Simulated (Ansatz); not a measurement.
Notes on LuSi2Ru2

```xyz
5
Lattice="0.0000 4.1259 0.0000 4.1259 0.0000 0.0000 2.0629 2.0629 -4.7939" Properties=species:S:1:pos:R:3 pbc="T T T"
Ru    2.0629    4.1259   -2.3969
Ru    4.1259    2.0629   -2.3969
Lu    0.0000    0.0000    0.0000
Si    2.0629    2.0629   -1.1985
Si    4.1259    4.1259   -3.5954
```

Single point in Ansatz 0.2.0 with r2SCAN, no spin polarisation. Cutoff 500 eV, PAW datasets, 7×7×7 Γ-centred k mesh, gaussian filling (width 0.0106 eV).

Q: Metal or insulator?

A: It is a metal, with about 2.9 states/eV a cell as the mean within 0.25 eV of the Fermi level, mostly Ru d (56 %), Lu d (21 %) and Si p (12 %).

Q: Which element gives electrons and which takes them?

A: Bader charges in e: Lu +1.77, Si +0.17, Ru -1.06. In the mean Lu gives up most and Ru takes most.

Q: What is the formation energy?

A: -0.92 eV an atom against the elements' usual phases (free molecules for gases, crystals otherwise, with no correction for O₂ or N₂), so it is bound against them; other compounds may still compete. Relaxing would lower it.

Q: Which atom feels the largest force, and which way?

A: The largest is on Si5 (and as large on other atoms): 0.98 eV/Å, components (0.00, 0.00, 0.98). It makes 60° with the line to a nearest neighbour, Ru1 at 2.39 Å.

Q: Is the cell too large or too small?

A: The pressure is -3.6 GPa (compression positive), so with the atoms held at these fractions the cell would first shrink; the forces are large, so a full relaxation may end otherwise.

Origin: a known structure type with other elements, at an estimated volume, so it need not be a known compound.
